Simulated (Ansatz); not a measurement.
CrB$_{4}$ in space group Pnnm (No. 58; Cr on 2a, B on 4g, B on 4g) at seven volumes, PBEsol (plane waves, PAW; program Ansatz), shape and atoms relaxed at each. One row is withheld.

```csv
V (Å³/atom),P (GPa)
6.561,31.68
6.777,19.50
6.994,9.01
7.210,0.00
7.426,-7.70
7.642,?
7.859,-19.70
```

### Question
Fit the shown pressures and predict the withheld one.

### Answer
Third-order Birch–Murnaghan: P = (3/2)B₀(x^(7/2) − x^(5/2))[1 + (3/4)(B′ − 4)(x − 1)] with x = (V₀/V)^(2/3). Least squares on the six rows gives V₀ = 7.211 Å³/atom, B₀ = 275.0 GPa, B′ = 4.23. At V = 7.642, x = 0.9620 and P = -14.12 GPa. The run itself gave -14.24 GPa.

The workflow started from a Materials Project entry (that database holds measured and hypothetical structures alike); the Crystallography Open Database copy checked does not list it. COD files the formula under space group No. 71. Its standing as an ambient phase is unchecked. The PBEsol relaxation kept the symmetry of its start; its stability against distortions is not shown here. The run is not spin-polarised.

Potentials: the later of the program's two PAW sets.
